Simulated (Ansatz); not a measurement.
# Surface calculation: fcc Ca (111), 3 layers

The slab is cut from the fcc crystal, the stable phase, as relaxed on PAW files (38.13 Å³/atom), with 20 Å of vacuum and a dipole correction:

```xyz
3
Lattice="3.7780 0.0000 0.0000 -1.8890 3.2719 0.0000 0.0000 0.0000 26.1695" Properties=species:S:1:pos:R:3 pbc="T T T"
Ca    0.0000    1.0906   10.0000
Ca    0.0000    3.2719   13.0847
Ca    1.8890    2.1812   16.1695
```

Computed with Ansatz 0.2.0; functional LDA, scalar-relativistic. Settings: a Γ-centred 10×10×1 k mesh, Fermi–Dirac smearing of 0.08 eV, no spin polarisation. Methods: LAPW: all electrons, basis error target 1 meV/atom; PAW: frozen-core files, cutoff 420 eV.

The bulk energy comes from a cell in the slab's orientation on a 10×10×4 mesh. The surface energy is (E(slab) − N·E(bulk))/2A at zero smearing, the mean of both faces; thin slabs carry quantum-size effects.

The PAW files were made under PBE.

As cut, the LAPW slab lies 0.860 eV above 3 atoms of bulk. What surface energy is that?

Over two faces of 12.36 Å² it is 34.8 meV/Å², and times 16.02 J/m² per eV/Å² that gives γ = 0.557 J/m².

```tsv
method	γ as cut (J/m²)	γ relaxed (J/m²)	Φ as cut (eV)	Φ relaxed (eV)
LAPW	0.557	0.553	3.12	3.06
```

How do the spacings between the planes relax?

From the bottom face up: d12 -2.8 % of 3.085 Å, d23 -2.8 % of 3.085 Å.

A field of 0.5 V/Å is applied along the normal, atoms held. What follows?

LAPW finds an induced dipole of 0.3912 e·Å a cell (PAW 0.3914), that is 11.45 Å for 4πα over the area, against 6.00 Å between the outer atoms.

A 2p core hole is made on one atom of each kind in every 1×1 cell (PAW hole dataset, neutral cell, valence without spin). What does it cost by layer?

layer 1 345.12 eV, layer 2 344.77 eV. Shifts between layers mean more than the absolute values, and a whole layer of holes screens otherwise than one hole.
